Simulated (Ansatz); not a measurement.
MgO (rock salt, Fm-3m), DFT-r²SCAN in the program Ansatz with PAW potentials, all energies at zero smearing, with the estimated change up to a 700 eV cutoff added, with one set of potentials and settings (totals compare only within such a set). Cell of 2 atoms (1 Mg, 1 O): -2498.328 eV.

```tsv
element	reference phase	E (eV/atom)
Mg	P6_3/mmc, 2 atoms in the cell	-1926.4080
O	C2/m, 4 atoms in the cell, spin-polarised	-566.0346
```

Formation energy per atom, worked out: (-2498.328 − 1×(-1926.4080) − 1×(-566.0346))/2 = -2.943 eV/atom (-284 kJ per mol of atoms), at 0 K, without zero-point energy or fitted corrections.

The r²SCAN relaxation kept the symmetry of its start; phonons on a q-mesh show no instability. The references are the lowest solids computed at this level, not always the standard phases (solids in place of the gases).

Potentials: the earlier of the program's two PAW sets.
